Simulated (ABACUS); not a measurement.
ABACUS run on CdSe (F-43m, 2 atoms in the cell; from Materials Project mp-2691, changed as shown): self-consistent single point.

Method: PBE, PseudoDojo 0.5 standard norm-conserving PBE (tails mended) pseudopotentials (plane waves; ABACUS 3.10.1).

The change in words: volume scaled by 1.04. Reference geometry (F-43m):
```
CELL_PARAMETERS angstrom
      0.00000     3.07027     3.07027
      3.07027     0.00000     3.07027
      3.07027     3.07027     0.00000
ATOMIC_POSITIONS crystal
  Cd 0.00000 0.00000 0.00000
  Se 0.75000 0.75000 0.75000
```

Reference input (self-consistent single point, DFT, PBE, plane waves, PseudoDojo 0.5 standard norm-conserving PBE (tails mended) pseudopotentials): KPT = Gamma 8 8 8 0 0 0; basis_type = pw; dft_functional = PBE; ecutwfc = 102 Ry; smearing_method = fd; smearing_sigma = 0.00146997 Ry; potentials = PseudoDojo 0.5 standard norm-conserving PBE (tails mended); symmetry = 1; symmetry_prec = 1e-05; ks_solver = cg; scf_nmax = 100; scf_thr = 1.0e-09 Ry. This run's input differs from it in these lines:

```diff
@@ -25,8 +25,8 @@
 LATTICE_CONSTANT
-8.205224
+8.313197
 
 LATTICE_VECTORS
-   0.0000000000    0.7071067686    0.7071067686
-   0.7071067686    0.0000000000    0.7071067686
-   0.7071067686    0.7071067686    0.0000000000
+   0.0000000000    0.7071068018    0.7071068018
+   0.7071068018    0.0000000000    0.7071068018
+   0.7071068018    0.7071068018    0.0000000000
```

The program printed (abridged):

```
 SELF-CONSISTENT
 -------------------------------------------
                                 init_chg = atomic

 PW ALGORITHM --------------- ION=   1  ELEC=   1--------------------------------
 Notice: Threshold on eigenvalues was too large.

 Density error is 0.0877798703183
                          Error Threshold = 0.000333520532568
 E_KohnSham     -593.2014227471      -8070.9194110670
 E_Fermi        0.4893491863         6.6579372456

 PW ALGORITHM --------------- ION=   1  ELEC=   2--------------------------------

 Density error is 0.0172034152945
                          Error Threshold = 0.000243832973106
   [... lines left out ...]

 Density error is 8.97195848874e-09
                          Error Threshold = 9.81108427866e-12
 E_KohnSham     -593.2326224981      -8071.3439054567
 E_Fermi        0.5187121723         7.0574411659

 PW ALGORITHM --------------- ION=   1  ELEC=  27--------------------------------

 Density error is 5.54901227888e-10
                          Error Threshold = 9.81108427866e-12
 E_KohnSham     -593.2326224994      -8071.3439054744
 E_KS(sigma->0) -593.2326224983      -8071.3439054599
 E_entropy(-TS) -0.0000000021        -0.0000000289
 E_Fermi        0.5187128591         7.0574505093
 charge density convergence is achieved
 final etot is -8071.3439055 eV
 EFERMI = 7.0574505093 eV

 STATE ENERGY(eV) AND OCCUPATIONS    NSPIN == 1
   [... 25 lines left out ...]

 TOTAL-FORCE (eV/Angstrom)
                       Cd1         0.0000000000         0.0000000000         0.0000000000
                       Se1         0.0000000000         0.0000000000         0.0000000000

 TOTAL-STRESS (KBAR)
        -5.3369702789        -0.0000000000        -0.0000000000
        -0.0000000000        -5.3369702789         0.0000000000
        -0.0000000000         0.0000000000        -5.3369702789
 TOTAL-PRESSURE: -5.336970 KBAR

 --------------------------------------------
 !FINAL_ETOT_IS -8071.3439054743639645 eV
 --------------------------------------------
```

The run converged in 27 iterations. Against the reference run the free energy falls by 2.7 meV/atom, the pressure goes from 1.29 to -0.53 GPa and the gap on the mesh goes from 0.549 to 0.468 eV.

The structure comes from a collection of computed structures, made at another level of theory; the collection holds predicted forms beside known ones.

Cost on one core: very roughly 5 core-minutes.

“Tails mended”: in these copies of the files the far tail of each local potential was reset to the Coulomb form.
